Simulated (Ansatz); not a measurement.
KMgF3 (cubic perovskite, Pm-3m) at seven volumes, PBE (plane waves, PAW; program Ansatz), scaled uniformly. One row is withheld.

```
V (Å³/atom)  P (GPa)
-----------  -------
12.128          7.70
12.528          4.70
12.928          2.16
13.328          0.00
13.728         -1.83
14.127             ?
14.527         -4.72
```

**Question.** Fit the shown pressures and predict the withheld one.

**Answer.** P = (3/2)B₀(x^(7/2) − x^(5/2))[1 + (3/4)(B′ − 4)(x − 1)] with x = (V₀/V)^(2/3). Least squares on the six rows gives V₀ = 13.328 Å³/atom, B₀ = 66.2 GPa, B′ = 4.41. At V = 14.127, x = 0.9619 and P = -3.39 GPa. The run itself gave -3.39 GPa.

Symmetry was held in the PBE relaxation; phonons on a q-mesh show no instability.

Potentials: the later of the program's two PAW sets.
